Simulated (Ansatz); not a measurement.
Li$_{2}$H$_{6}$Pt: computed property card

Li2H6Pt:
```cif
data_H24Li8Pt4
_chemical_formula_sum 'Li8 H24 Pt4'
_space_group_name_H-M_alt 'Fm-3m'
_space_group_IT_number 225
_space_group_name_Hall '-F 4 2 3'
_cell_length_a 6.60584
_cell_length_b 6.60584
_cell_length_c 6.60584
_cell_angle_alpha 90.000
_cell_angle_beta 90.000
_cell_angle_gamma 90.000
loop_
_atom_site_label
_atom_site_type_symbol
_atom_site_symmetry_multiplicity
_atom_site_Wyckoff_symbol
_atom_site_fract_x
_atom_site_fract_y
_atom_site_fract_z
_atom_site_occupancy
Li1 Li 8 c 0.25000 0.25000 0.25000 1
H1 H 24 e 0.00000 0.00000 0.24830 1
Pt1 Pt 4 a 0.00000 0.00000 0.00000 1
```
(The calculation used a cell of 9 atoms; values per cell refer to that cell.)

Space group Fm-3m (No. 225); conventional cell a = 6.606 Å, b = 6.606 Å, c = 6.606 Å, α = 90.00°, β = 90.00°, γ = 90.00°.

Method: PBEsol in the plane-wave PAW code Ansatz. Structure relaxed to zero pressure with the same functional. Other levels are named where they apply.

**Cell and energy**

```
Property                                                      Result
-----------------------------------------------------  -------------
Volume per atom                                              8.01 Å³
Density                                                   4.95 g/cm³
Formation energy from the elements (no fitted shifts)  -0.42 eV/atom
```

**Electronic structure**

```
Property                                                                                          Value
--------------------------------------------------------------  ---------------------------------------
Band gap                                                                             2.54 eV (indirect)
Valence-band maximum                                            on the K–Γ line, 49 % of the way from K
Conduction-band minimum                                                     at X (3 equivalent valleys)
Smallest direct gap on the standard path                                                        4.30 eV
Electron effective mass                                          0.30, 0.30, 0.68 mₑ (principal values)
Electron effective mass with spin–orbit coupling                 0.31, 0.31, 0.70 mₑ (principal values)
Weight of the conduction-edge state by species (Voronoi cells)                  H 65 %, Pt 31 %, Li 4 %
Hole effective mass                                               0.31, 0.61, 2.0 mₑ (principal values)
Hole effective mass with spin–orbit coupling                      0.46, 0.46, 5.8 mₑ (principal values)
Weight of the valence-edge state by species (Voronoi cells)                      H 89 %, Pt 6 %, Li 5 %
HSE06 gap on the PBEsol cell                                                                    3.66 eV
Gap with spin–orbit coupling                                                                    2.53 eV
```

**Mechanics**

```
Item                                                                          Result
--------------------------------------------  --------------------------------------
Bulk modulus (Birch–Murnaghan fit)                                          34.6 GPa
Pressure derivative B′                                                           4.6
Elastic constants (relaxed ions, GPa)             C11 = 64.1, C12 = 19.9, C44 = 30.1
Mechanical stability                          stable (all eigenvalues of C positive)
Hill bulk and shear moduli                                         34.6 and 26.6 GPa
Young's modulus                                                             63.5 GPa
Poisson's ratio                                                                 0.19
Debye temperature from the elastic constants                                   380 K
```

**Dielectric response**

```
Item                                                                              Value
--------------------------------------------------------  -----------------------------
Electronic dielectric constant ε∞ (DFPT)                                           4.42
Static dielectric constant ε0 (ions relaxed, cell fixed)                           11.1
Born charges (a third of the trace)                       Li +1.04, H -0.15, Pt -1.19 e
```

**Phonons**

```
Quantity                                                            Result
--------------------------------------------------  ----------------------
Highest zone-centre frequency (without LO–TO term)               2135 cm⁻¹
Zone-centre stability                               no imaginary mode at Γ
```

The first step of the workflow began from a Materials Project structure, measured or hypothetical; the Crystallography Open Database copy checked does not list it. Whether it is the stable phase at ambient conditions was not checked. The cell was relaxed with PBEsol under the symmetry of its start. No spin polarisation was allowed. The references are the lowest solids computed at this level, not always the standard phases (solids in place of the gases). Spin–orbit coupling is left out wherever it is not named.

Potentials: the later of the program's two PAW sets.
